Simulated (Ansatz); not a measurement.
Method: DFT PBE, scalar-relativistic, plane waves, PAW (Ansatz). Settings: cutoff 420 eV, Γ-centred meshes spaced at most about 0.3 Å⁻¹, and about 0.25 Å⁻¹ or finer for metals (2π included), Gaussian smearing. No spin polarisation in the final relaxations.

All energies are static (0 K, no zero-point motion).

Two forms of SbO5 were relaxed alike.

A.

```
CELL_PARAMETERS angstrom
3.31105 0.00000 0.00000
-1.65552 2.86745 0.00000
0.00000 0.00000 10.60105
ATOMIC_POSITIONS crystal
Sb 0.00000 0.00000 0.00000
O 0.66667 0.33333 0.88612
O 0.00000 0.00000 0.56117
O 0.66667 0.33333 0.50000
O 0.00000 0.00000 0.43883
O 0.66667 0.33333 0.11388
```

B.

```
CELL_PARAMETERS angstrom
3.76519 0.00000 0.00000
-1.88260 3.26075 0.00000
0.00000 0.00000 5.85275
ATOMIC_POSITIONS crystal
Sb 0.00000 0.00000 0.00000
O 0.00000 0.50000 0.50000
O 0.50000 0.50000 0.50000
O 0.33333 0.66667 0.00000
O 0.50000 0.00000 0.50000
O 0.66667 0.33333 0.00000
```

Question: Which would you expect to be lower, and how large is the difference?

Answer: A is lower, by 249 meV/atom. A has space group P-6m2 (No. 187), 16.8 Å³/atom and no gap on its mesh; B has space group P6/mmm (No. 191), 12.0 Å³/atom and no gap. A holds O–O pairs (shortest 1.30 Å, as in superoxide); in B the shortest O–O distance is 1.88 Å. Even the lower one lies +0.57 eV/atom against the reference forms of the elements (uncorrected), so neither is stable at this level. In A, Sb is surrounded by 6 O at 2.26 Å; around O on a site of symmetry 3m lie 3 Sb at 2.26 Å and 1 O at 2.41 Å; O on a second site of symmetry 3m has 1 O at 1.30 Å and 3 O at 2.02 Å; 1 more site not described. In B, around Sb lie 6 O at 2.17 Å; O on a site of symmetry mmm is surrounded by 4 O at 1.88 Å (long contacts); O on a site of symmetry -6m2 is surrounded by 3 Sb at 2.17 Å and 3 O at 2.17 Å. Both come from invented guesses. A third cell relaxed alike, in P6/mmm, lies 0.44 eV/atom below the lower of the two.

Weakly bound directions are ill-defined at this level, which has no dispersion term (P-6m2, P6/mmm), and this can change margins and order among such cells. Spin–orbit coupling, which can matter for Sb, is left out. In P-6m2, P6/mmm an odd number of electrons in the primitive cell allows no gap without spin; a larger cell or a magnetic state could open one. A magnetic state wasn't ruled out in cells without spin, among them P-6m2, P6/mmm. Cells relaxed within their symmetry can be saddle points.
